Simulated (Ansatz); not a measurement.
Structure types of Li were relaxed at one common pressure (all-electron LAPW in Ansatz 0.2.0 under PBEsol, scalar-relativistic, no spin polarisation, zero temperature). They take these volumes:

| type | space group | V (Å³/atom) |
| --- | --- | --- |
| fcc | Fm-3m | 11.97 |
| bcc | Im-3m | 12.03 |
| hcp | P6_3/mmc | 11.99 |
| diamond | Fd-3m | 11.35 |
| dhcp | P6_3/mmc | 11.98 |
| beta tin | I4_1/amd | 11.76 |

At about which pressure, and is the densest type also the lowest in enthalpy?

17 GPa. The densest is diamond, and it is 556 meV/atom above fcc: its gain in pV doesn't pay for its higher energy here.
